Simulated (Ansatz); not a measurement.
BaGaSnH:
```xyz
4
Lattice="4.5316 0.0000 0.0000 -2.2658 3.9245 0.0000 0.0000 0.0000 5.2071" Properties=species:S:1:pos:R:3 pbc="T T T"
Ba     0.0000     2.6163     5.2060
Ga     0.0000     0.0000     2.1688
Sn     2.2658     1.3082     2.8277
H      0.0000     0.0000     0.4393
```

x, y and z are the axes in which the lattice vectors are written.

Give the high-frequency dielectric tensor and the Born effective charge tensors of the independent atoms from DFPT, PBEsol (plane waves, PAW; program Ansatz).


ε∞:
```
22.6  0.00  0.00
0.00  22.6  0.00
0.00  0.00  13.3
```
Z* of atom 1 (Ba), rows: field, columns: displacement, in e:
```
1.99  0.00  0.00
0.00  1.99  0.00
0.00  0.00  2.34
```
Z* of atom 2 (Ga), rows: field, columns: displacement, in e:
```
1.54  0.00  0.00
0.00  1.54  0.00
0.00  0.00  0.84
```
Z* of atom 3 (Sn), rows: field, columns: displacement, in e:
```
-1.98   0.00   0.00
 0.00  -1.98   0.00
 0.00   0.00  -1.44
```
Z* of atom 4 (H), rows: field, columns: displacement, in e:
```
-1.56   0.00   0.00
 0.00  -1.56   0.00
 0.00   0.00  -1.74
```

Static charges for comparison (Bader): Ba1 +1.19, Ga2 0.00, Sn3 -0.68, H4 -0.51 e. Born charges measure polarisation by displacement and can exceed these by far.

Space group P3m1. The first step of the workflow began from a Materials Project structure, measured or hypothetical; the Crystallography Open Database files this formula in space group No. 156, but the cells were not matched. Whether it is the stable phase at ambient conditions was not checked. The cell was relaxed with PBEsol under the symmetry of its start; whether a distortion lowers the energy is not shown. Scalar-relativistic: spin–orbit coupling is off unless named, which matters more the heavier the elements.

Potentials: the later of the program's two PAW sets.
